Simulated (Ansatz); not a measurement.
**MnAu (Pm-3m): start Mn1↑ Mn2↓; anisotropy by the force theorem**

Level of theory: Ansatz, DFT, LDA, PAW with Ansatz's default frozen-core files, scalar-relativistic.

Command: `ansatz run input.yaml --threads 2 --pin off --max-ram 6144MiB --backend cpu --events-out ev --progress --plain --runs-dir out`

```yaml
crystal:
  lattice:
    - [3.20775807, 0.0, 0.0]
    - [0.0, 3.20775807, 0.0]
    - [0.0, 0.0, 6.41551614]
  atoms:
    - { symbol: Mn, position: [0.5, 0.5, 0.25], spin: 3.8 }
    - { symbol: Mn, position: [0.5, 0.5, 0.75], spin: -3.8 }
    - { symbol: Au, position: [0.0, 0.0, 0.0] }
    - { symbol: Au, position: [0.0, 0.0, 0.5] }
magnetization:
  spin_polarized: true
kpoints:
  mp_grid: { grid: [9, 9, 5] }
scf:
  occupations: { method: fermi_dirac, width: 0.025 }
  lower_state_search: "off"
hamiltonian:
  xc: lda
  pseudopotentials: { kind: paw }
output:
  eigenvalues: false
  eigenstates:
    nscf_kmesh: { grid: [14, 14, 7] }
    top_band: c53
    magnetocrystalline_anisotropy:
      directions: [[0.0, 0.0, 1.0], [1.0, 0.0, 0.0], [0.70710678, 0.70710678, 0.0]]
```

The program prints:

```
settings of this run that can trade accuracy for cost: output.eigenvalues: false. Do not mix this run's numbers with those of runs without the same settings; the input reference describes each key
Engine: ansatz 0.2.0
Pseudopotentials: kind: paw
Pseudopotential: Mn, paw, valence charge 15, recommended cutoff 420 eV (normal), Mn.paw.azcp
Pseudopotential: Au, paw, valence charge 19, recommended cutoff 420 eV (normal), Au.paw.azcp
Functional definition: SPW92
  exchange = slater_x
  correlation = pw_c
Crystal: 4 atoms, lattice volume = 66.014 Å³
Basis set: ecut = 420 eV, 1261 PW (Γ)
Bands: 46, of which v1, the nominal top of the filled ones, is band 34 counted from 1 (33 counted from 0)
Symmetry: 16 space group operations
Space group: P4/mmm (ITA 123), of the structure as read, at distance tolerance 4.0e-5 Å
Magnetic group: BNS 123.348 (UNI 1008), of the structure as read, at distance tolerance 4.0e-5 Å
k-points: 45 of 405
Non-local potential: Mn, projectors of the file, l = 0: 3, l = 1: 2, l = 2: 3, l = 3: 1
Non-local potential: Au, projectors of the file, l = 0: 3, l = 1: 2, l = 2: 2, l = 3: 1
PAW form: soft (Blöchl's): semilocal exchange-correlation on the pseudo side does not see the compensation charge
PAW frozen core: Mn, regenerated for the run's functional, and the local potential with it (the file was generated under x = pbe(κ = 0.804, μ = 0.2195149727645171), c = pbe(β = 0.06672455060314922))
PAW frozen core: Au, regenerated for the run's functional, and the local potential with it (the file was generated under x = pbe(κ = 0.804, μ = 0.2195149727645171), c = pbe(β = 0.06672455060314922))
PAW one-centre angular grid: Mn, 590 points (default); XC on 64 Gauss nodes
PAW one-centre angular grid: Au, 590 points (default); XC on 64 Gauss nodes
Initial density: superposition of atomic densities (chi_scale 0.1, normalization cell, long waves kept (reshape's long-wave potential 0.00 eV rms))
Starting moments: Σ|m| = 7.6 μB on 2 of 4 sites
Starting magnetic order: antiferromagnet; a translation exchanges its spin sublattices: spin-degenerate at every k-point
[...]
E sigma→0 (E₀):  -33411.454530 eV
Entropy (-TS):   -0.003518 eV (-0.880 meV/atom)
Fermi energy:    17.038774 eV
--- Per-component energies (eV) ---
  E_band       = -983.887816
  E_kinetic    = 1808.505602
  E_local      = -7433.985164  (includes V_loc(G=0)·N_el)
  E_nonlocal   = 663.406267
  E_hartree    = 3077.453558
  E_xc         = -675.493661
  E_vxc        = -835.765302  (∫ρ·V_xc dr)
  E_paw        = -21337.540624  (= ΣΔE_a)
  E_vpaw       = -1340.964676  (= ΣTr[D̂ρ^β])
  E_aug_tail   = 0.002657  (compensation charges beyond the density's cutoff)
  E_ewald      = -9515.614746
  E_core_change = 1.813341  (= ΣΔE_core)
  E_smearing   = -0.003518  (= −TS)
  E_closure    = -0.000000  (closes the sum)
  Σ components = -33411.456289   (vs F -33411.456289, Δ=0.00e0)
--- Band table (eV; the first three rows and the last of 90) ---
  k-point 0 ↑: bands = ["-89.0942", "-89.0935", "-63.5640", "-59.5752", "-40.3982", "-40.3723", "-40.3723", "-40.3695", "-40.3695", "-40.3677", "-32.6737", "-32.6423", "-32.6423", "-28.8085", "-28.7483", "-28.7483", "7.9300", "10.3775", "10.9246", "10.9331", "11.6154", "12.4916", "12.4916", "12.5643", "12.8586", "12.8586", "12.8720", "13.3060", "14.2418", "14.8902", "14.9680", "14.9680", "15.2729" …
  k-point 1 ↑: bands = ["-89.0941", "-89.0936", "-63.5640", "-59.5752", "-40.3953", "-40.3720", "-40.3720", "-40.3706", "-40.3698", "-40.3698", "-32.6737", "-32.6423", "-32.6423", "-28.8085", "-28.7483", "-28.7483", "8.1012", "10.0613", "10.9738", "11.0243", "11.5411", "12.2284", "12.5245", "12.5245", "12.8311", "12.8311", "12.9006", "13.2667", "14.2803", "14.9136", "14.9684", "14.9684", "15.3340" …
  k-point 2 ↑: bands = ["-89.0940", "-89.0938", "-63.5640", "-59.5752", "-40.3877", "-40.3782", "-40.3713", "-40.3713", "-40.3705", "-40.3705", "-32.6737", "-32.6423", "-32.6423", "-28.8086", "-28.7483", "-28.7483", "8.5811", "9.3535", "11.0968", "11.2636", "11.3792", "11.7613", "12.5995", "12.5995", "12.7650", "12.7650", "12.9659", "13.1844", "14.3412", "14.9266", "14.9693", "14.9693", "15.3573", …
  k-point 44 ↓: bands = ["-89.0926", "-89.0924", "-63.5609", "-59.5715", "-40.3993", "-40.3992", "-40.3982", "-40.3982", "-40.3828", "-40.3733", "-32.6701", "-32.6639", "-32.6638", "-28.8037", "-28.7747", "-28.7747", "10.8139", "11.0686", "11.5458", "11.5539", "11.5913", "11.7794", "11.7837", "12.5430", "13.6616", "13.8361", "13.9051", "14.2569", "14.4584", "15.0442", "15.1919", "15.5509", "15.758 …
settings of this run that can trade accuracy for cost: output.eigenvalues: false. Do not mix this run's numbers with those of runs without the same settings; the input reference describes each key
```

magnetocrystalline_anisotropy.tsv:

```
# direction_x	direction_y	direction_z	energy_mev	energy_tetrahedra_mev	beyond_first_order_mev	atom_0_mev	atom_1_mev	atom_2_mev	atom_3_mev	spread_mev	spread_tetrahedra_mev	orbital_0_along_direction_mub	orbital_1_along_direction_mub	orbital_2_along_direction_mub	orbital_3_along_direction_mub
# format = ansatz-magnetocrystalline-anisotropy/3
# nscf_kmesh_grid = 14 14 7
# nscf_kmesh_shift = 0 0 0
# n_bands = 87
# occupation_method = fermi_dirac
# smearing_width_ev = 0.025
# xc_rung = lda
# a1_ang = 3.2078 0 0
# a2_ang = 0 3.2078 0
# a3_ang = 0 0 6.4155
# atom = 0 Mn 0.5 0.5 0.25
# atom = 1 Mn 0.5 0.5 0.75
# atom = 2 Au 0 0 0
# atom = 3 Au 0 0 0.5
# kernel_functional = own
# kernel_scale = 1.0064
# goldstone_residual = 0.0065994
# bands_end_over_fermi_ev = 38.205
# easy_direction_run = 2
# easy_direction_tetrahedra = 1
0	0	1	0	0	0.00076847	0	0	0	0	0	0	0.0068856	-0.0068861	-1.8958e-07	-1.8958e-07
1	0	0	-4.0345	-4.1023	0.00058998	0.47428	0.47428	-2.3893	-2.3893	1.195	1.562	-0.01798	0.01798	-1.6856e-07	-1.6856e-07
0.70711	0.70711	0	-4.0359	-4.0737	0.00051257	0.47439	0.47439	-2.3941	-2.3941	0.86616	0.98932	-0.018138	0.018138	-1.6694e-07	-1.6694e-07
```

The log's space group differs from the title's, since the program also counts the typed moments and uses a tighter tolerance.

Site moments (μB): Mn1 3.84, Mn2 -3.84, Au3 0.00, Au4 0.00. Cell moment 0.00 μB.

The magnetic group in the log treats spin as a scalar label, without spin–orbit coupling.

The PAW files were made with PBE; the program remakes their cores once for the run's functional and then keeps them frozen. The Ansatz runs typed with the search for lower states off end where their start leads. The magnetic state is the one that this cell and start allow. It needn't be the compound's measured order, which may need a larger cell or be absent.

It took 55 s on 2 threads of Arm Neoverse V2, on a shared host, peak memory 0.97 GiB.
